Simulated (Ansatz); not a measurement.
## Te, simple cubic: geometry optimisation

All numbers below come from DFT, LDA (PW92), plane waves (420 eV) with PAW, scalar-relativistic in Ansatz. (PAW data from PBE, frozen cores regenerated.)

k-point mesh 10×10×10, Fermi-Dirac smearing 0.1 eV, no spin polarisation. Cell and atoms relax.

Starting structure:

```yaml
crystal:
  lattice:
    - [3.1462212359, 0.0, 0.0]
    - [0.0, 3.1462212359, 0.0]
    - [0.0, 0.0, 3.1462212359]
  atoms:
    - { symbol: Te, position: [0.0, 0.0, 0.0] }
hamiltonian:
  xc: lda
  pseudopotentials:
    kind: paw
    azcp:
      Te: "pseudopotentials/Te.paw.azcp"
basis:
  ecutwfc: 420
  fft_grid_basis: typed
kpoints:
  mp_grid: { grid: [10, 10, 10], shift: [0, 0, 0] }
magnetization:
  spin_polarized: false
scf:
  occupations: { method: fermi_dirac, width: 0.1 }
relax:
  max_steps: 60
  f_tol: 0.01
  cell: {}
output:
  write_density: true
  write_potential: true
  elf: true
  volumetric_format: npy
```

Problem. The pressure at the start is -0.8 GPa. By how much does the volume change?

Solution. From 31.14 to 30.74 Å³ per atom, -1.3 %. The final cell has a = 3.133 Å.

Problem. How much energy does the relaxation gain?

Solution. 1.0 meV per atom.

Path of the relaxation (the plane waves are chosen anew near the end, which can shift the energy a little):

| step | E − E(final) (meV/atom) | V (Å³/atom) | P (GPa) | max force (eV/Å) |
| --- | --- | --- | --- | --- |
| 0 | 0.99 | 31.144 | -0.77 | 0.000 |
| 1 | 0.14 | 30.515 | 0.44 | 0.000 |
| 2 | -0.11 | 30.741 | -0.01 | 0.000 |
| 3 | 0.00 | 30.741 | -0.01 | 0.000 |
